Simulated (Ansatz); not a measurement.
# Computed properties of TiTe$_{2}$

TiTe₂:
```
CELL_PARAMETERS angstrom
      6.72399     0.00000     0.00000
      0.00000     6.72399     0.00000
      0.00000     0.00000     3.80473
ATOMIC_POSITIONS crystal
  Ti 0.00000 0.00000 0.00000
  Ti 0.50000 0.50000 0.50000
  Te 0.29786 0.29786 0.00000
  Te 0.79786 0.20214 0.50000
  Te 0.20214 0.79786 0.50000
  Te 0.70214 0.70214 0.00000
```

Space group P4_2/mnm (No. 136), rutile; conventional cell a = 6.7240 Å, b = 6.7240 Å, c = 3.8047 Å, α = 90.00°, β = 90.00°, γ = 90.00°.

Method: r²SCAN in the plane-wave PAW code Ansatz. Geometry: relaxed at this level of theory. Other levels are named where they apply.

**Cell and energy**

```json
{
  "volume_per_atom": "28.67 Å³",
  "density": "5.85 g/cm³",
  "Formation energy from the elements (no fitted shifts)": "-0.69 eV/atom"
}
```

**Electronic structure**

```json
{
  "electronic_character": "metallic (no gap)",
  "Density of states at the Fermi level": "0.17 states/eV per atom (mean over ±0.08 eV)"
}
```

**Mechanics**

```json
{
 "Bulk modulus (Birch–Murnaghan fit)": "54.3 GPa",
 "Pressure derivative B′": "5.0"
}
```

A made-up cell: these elements were put on the sites of a structure type; neither database checked (COD, Materials Project) lists it. COD files the formula under space group No. 164. Whether it is the stable phase at ambient conditions was not checked. Symmetry was held in the r²SCAN relaxation; whether a distortion lowers the energy is not shown. No spin polarisation was allowed. The references are the lowest solids computed at this level, not always the standard phases. Scalar-relativistic: spin–orbit coupling is off unless named, which matters more the heavier the elements.

Potentials: the earlier of the program's two PAW sets.
